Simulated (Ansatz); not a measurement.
Input:

N:
```xyz
4
Lattice="4.0594 0.0000 0.0000 0.0000 4.0594 0.0000 0.0000 0.0000 5.2403" Properties=species:S:1:pos:R:3 pbc="T T T"
N      3.6730     3.6730     0.0000
N      0.3864     0.3864     0.0000
N      2.4161     1.6433     2.6202
N      1.6433     2.4161     2.6202
```

This is the r²SCAN+D4-relaxed structure.

Q: All from the program Ansatz at the r²SCAN+D4 level (PAW), unless another level is named. Estimate the smallest direct gap on the standard path.

A: 7.86 eV.

Q: What about the band gap?

A: 7.67 eV (indirect).

Q: And the conduction-band minimum?

A: at Γ.

Q: And the valence-band maximum?

A: at A.

Space group P4_2/mnm. The first step of the workflow began from a Materials Project structure, measured or hypothetical; the Crystallography Open Database copy checked does not list it. It is not the usual solid phase (space group No. 205). The r²SCAN+D4 relaxation kept the symmetry of its start; whether a distortion lowers the energy is not shown. The substance is a gas or liquid at ambient conditions.

Potentials: the later of the program's two PAW sets.
